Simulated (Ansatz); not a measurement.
Input file for Ansatz (an electronic-structure program):

Ansatz 0.2 input:
```yaml
crystal:
  lattice:
    - [1.248877444, -6.4609301893, 0.0]
    - [1.248877444, 6.4609301893, 0.0]
    - [0.0, 0.0, 3.5616142654]
  atoms:
    - { symbol: C, position: [0.9432070856, 0.0567929144, 0.0] }
    - { symbol: C, position: [0.3872403731, 0.6127596269, 0.0] }
    - { symbol: C, position: [0.6127596269, 0.3872403731, 0.0] }
    - { symbol: C, position: [0.0567929144, 0.9432070856, 0.0] }
    - { symbol: C, position: [0.277089016, 0.722910984, 0.0] }
    - { symbol: C, position: [0.722910984, 0.277089016, 0.0] }
    - { symbol: Li, position: [0.5, 0.5, 0.5] }
kpoints:
  mp_grid: { grid: [17, 17, 12] }
hamiltonian:
  xc: pbesol
  pseudopotentials: { kind: paw }
scf:
  occupations: { method: fermi_dirac, width: 0.1 }
phonons:
  method: dfpt
  response_accuracy: low
  eigenvectors: true
  rigid_motions: translations
```

Output (shortened):

```
Pseudopotential: C, paw, valence charge 4
Pseudopotential: Li, paw, valence charge 3
Functional definition: PBEsol
Crystal: 7 atoms, lattice volume = 57.477 Å³
Basis set: ecut = 420 eV, 1119 PW (Γ), exchange–correlation on 90×90×48 points (8 copies of the dense FFT grid, shifted against one another)
Bands: 21, of which v1, the nominal top of the filled ones, is band 14 counted from 1 (13 counted from 0)
Symmetry: 8 space group operations
k-points: 567 of 3468 (irreducible under 4 space group operations, time reversal used)
SCF iter   1: F=—  HF=-1683.106581 eV  |F-HF|=—  |Δ(HF+E_count)|=         —  Δρ=4.15e-3  dr2=1.28e-2  ethr=1.77e-3  ⟨swp⟩=6.0  Hψ=62539  notcnv=0  defer=84
preconditioner: auto → LDOS
SCF iter   2: F=—  HF=-1683.104064 eV  |F-HF|=—  |Δ(HF+E_count)|=   2.52e-3  Δρ=1.16e-3  dr2=5.33e-4  ethr=4.73e-5  ⟨swp⟩=2.0  Hψ=25560  notcnv=0  defer=400
SCF iter   3: F=—  HF=-1683.104025 eV  |F-HF|=—  |Δ(HF+E_count)|=   3.91e-5  Δρ=2.33e-4  dr2=3.71e-5  ethr=1.97e-6  ⟨swp⟩=2.0  Hψ=18670  notcnv=0  defer=400
SCF iter   4: F=—  HF=-1683.104024 eV  |F-HF|=—  |Δ(HF+E_count)|=   9.80e-7  Δρ=6.50e-5  dr2=2.54e-6  ethr=1.37e-7  ⟨swp⟩=2.4  Hψ=17546  notcnv=0  defer=400
SCF iter   5: F=—  HF=-1683.104024 eV  |F-HF|=—  |Δ(HF+E_count)|=   4.98e-7  Δρ=1.22e-5  dr2=9.60e-8  ethr=9.40e-9  ⟨swp⟩=2.0  Hψ=18429  notcnv=0  defer=400
SCF iter   6: F=—  HF=-1683.104024 eV  |F-HF|=—  |Δ(HF+E_count)|=   6.81e-9  Δρ=1.72e-6  dr2=1.38e-9  ethr=3.55e-10  ⟨swp⟩=2.0  Hψ=16588  notcnv=0  defer=400
SCF iter   7: F=—  HF=-1683.104024 eV  |F-HF|=—  |Δ(HF+E_count)|=  6.65e-10  Δρ=2.85e-7  dr2=3.19e-11  ethr=5.12e-12  ⟨swp⟩=2.0  Hψ=17722  notcnv=0  defer=400
SCF iter   8: F=-1683.104024 eV  HF=-1683.104024 eV  |F-HF|=6.82e-13  |Δ(HF+E_count)|=  5.02e-11  Δρ=5.02e-8  dr2=1.14e-12  ethr=1.00e-12  ⟨swp⟩=10.7  Hψ=59540  notcnv=0
SCF 1 converged in 8 iterations: F = -1683.104024 eV  dr2 = 1.14e-12
DFPT response loops at Γ: preconditioner auto → Kerker (q_TF=auto, 2.405 Å⁻¹) (partly filled bands, converged f_vac=0.024) …
SCF converged after 8 iterations
Free energy (F): -1683.104024 eV
Harris-Foulkes:  -1683.104024 eV  (|F-HF|=6.82e-13)
Internal energy: -1683.068716 eV  (E = F + TS)
E sigma→0 (E₀):  -1683.086370 eV
Entropy (-TS):   -0.035307 eV (-5.044 meV/atom)
Fermi energy:    8.752250 eV
--- Per-component energies (eV) ---
  E_band       = -110.687173
  E_kinetic    = 571.364516
  E_local      = -1002.152467  (includes V_loc(G=0)·N_el)
  E_nonlocal   = 129.647848
  E_hartree    = 307.730290
  E_xc         = -298.289327
  E_vxc        = -371.608198  (∫ρ·V_xc dr)
  E_paw        = -592.423763  (= ΣΔE_a)
  E_vpaw       = -53.399527  (= ΣTr[D̂ρ^β])
  E_aug_tail   = 0.000070  (compensation charges beyond the density's cutoff)
  E_ewald      = -799.072485
  E_core_change = 0.126603  (= ΣΔE_core)
  E_smearing   = -0.035307  (= −TS)
  E_closure    = 0.000000  (closes the sum)
  Σ components = -1683.104024   (vs F -1683.104024, Δ=0.00e0)
  [band-id]    e_kinetic+e_local+e_nonlocal+2·e_hartree+e_vxc+e_vpaw+e_augmentation_tail = -110.687179   (vs E_band -110.687173, Δ=-5.21e-6)
--- Band table (eV; the first three rows and the last of 567) ---
  k-point 0: bands = ["-38.5387", "-12.0418", "-9.5027", "-9.3231", "-2.2067", "-2.0725", "0.0558", "1.4918", "1.8058", "3.1257", "3.4338", "4.4305", "4.5111", "10.4206", "11.8231", "12.2098", "12.6832", "13.6684", "14.6387", "14.8380", "15.2845"]
  k-point 1: bands = ["-38.5385", "-12.0340", "-9.4889", "-9.3165", "-2.1989", "-2.0680", "-0.0390", "1.4958", "1.8082", "2.9763", "3.3387", "4.4328", "4.5135", "10.6844", "12.1143", "12.1267", "12.5916", "13.8080", "14.6604", "14.9534", "15.2949"]
  k-point 2: bands = ["-38.5379", "-12.0127", "-9.4507", "-9.2983", "-2.1775", "-2.0555", "-0.2857", "1.5069", "1.8147", "2.6009", "3.0950", "4.4373", "4.5183", "11.4189", "11.9341", "12.3313", "12.9276", "14.0417", "14.7289", "15.3216", "15.4198"]
  k-point 566: bands = ["-38.5354", "-11.5510", "-10.8725", "-6.6497", "-5.5966", "-0.7109", "-0.0689", "1.0573", "1.9536", "2.5329", "3.1308", "3.5053", "4.0091", "8.0962", "14.0233", "15.1124", "15.5973", "15.6888", "16.3703", "16.4500", "16.7435"]
--- Phonons (Γ-DFPT): 12 representative perturbations + reference, on 567 of 3468 k-points (Σ response iterations 36) ---
  ASR residual: 7.892e-5 → 0.000e0 eV/Å²; symmetrization residual: 2.088e-6 eV/Å²
  ASR residual per site (eV/Å²): 3.65e-5 7.89e-5 7.89e-5 3.65e-5 4.50e-5 4.50e-5 1.58e-5
  Γ frequencies (cm⁻¹): 0.00 0.00 0.00 232.67 243.05 248.03 285.56 494.40 534.92 543.72 634.34 674.71 785.41 932.66 970.63 1310.06 1333.41 1369.22 1397.27 1436.23 1474.02
  non-analytic LO–TO correction: not included (Born effective charges unavailable; polar crystals: no LO–TO splitting at Γ)
```

Cost: roughly 17 core-minutes on shared cores.

Space group Cmmm. The start of the workflow was typed in or built on a structure type; neither database checked (COD, Materials Project) lists it. Its standing as an ambient phase is unchecked. Symmetry was held in the PBEsol relaxation; of distortions, only those at the zone centre were tested. As this level gives no gap, phonon frequencies hold no LO–TO term and depend on the k-mesh and smearing (Fermi–Dirac, 0.1 eV here).

Potentials: the later of the program's two PAW sets.

Ansatz is a plane-wave DFT program.
